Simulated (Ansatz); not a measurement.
The relaxed structure here is a generated cell of RbAu: the first start was made by placing the elements on the sites of a structure type, and the end was not matched to a known phase here, so it may be hypothetical. Known forms of RbAu include space group No. 221.

One starting cell of RbAu (a generated cell, RbAu placed in the AFLOW prototype AB_oC8_63_c_c (B33, as in CrB)) was relaxed twice with Ansatz (plane waves, PAW, scalar-relativistic): with r2SCAN at 500 eV and with PBE at 420 eV. The r2SCAN result:

```cif
data_Au2Rb2
_chemical_formula_sum 'Au2 Rb2'
_space_group_name_H-M_alt 'P 1'
_space_group_IT_number 1
_cell_length_a 6.60506
_cell_length_b 6.60506
_cell_length_c 4.85941
_cell_angle_alpha 90.000
_cell_angle_beta 90.000
_cell_angle_gamma 137.224
loop_
_space_group_symop_operation_xyz
  'x, y, z'
loop_
_atom_site_label
_atom_site_type_symbol
_atom_site_fract_x
_atom_site_fract_y
_atom_site_fract_z
_atom_site_occupancy
Au1 Au 0.56480 0.43520 0.25000 1
Au2 Au 0.43520 0.56480 0.75000 1
Rb1 Rb 0.85900 0.14100 0.25000 1
Rb2 Rb 0.14100 0.85900 0.75000 1
```

```
quantity                          r2SCAN   PBE
--------------------------------  ------  ----
space group                         Cmcm  Cmcm
volume (Å³/atom)                   35.99   ___
a (Å)                              4.818   ___
b (Å)                             12.300   ___
c (Å)                              4.859   ___
gap (eV, no spin-orbit coupling)    0.34   ___
```

Question: What does PBE give for the same quantities?

Answer: 
- volume (Å³/atom), PBE: 37.84
- a (Å), PBE: 4.913
- b (Å), PBE: 12.447
- c (Å), PBE: 4.951
- gap (eV, no spin-orbit coupling), PBE: 0.20

Both levels end in the same structure; PBE's volume is 5.1 % larger; its gap is 0.14 eV smaller. Neither column is exact.

No spin polarisation in the result. Without spin-orbit coupling the bands of the heavy element are not split, so the gap can be far off.

The run could not lose the symmetry of its start, so the end can be a saddle point.

Ansatz is a program for electronic structure.
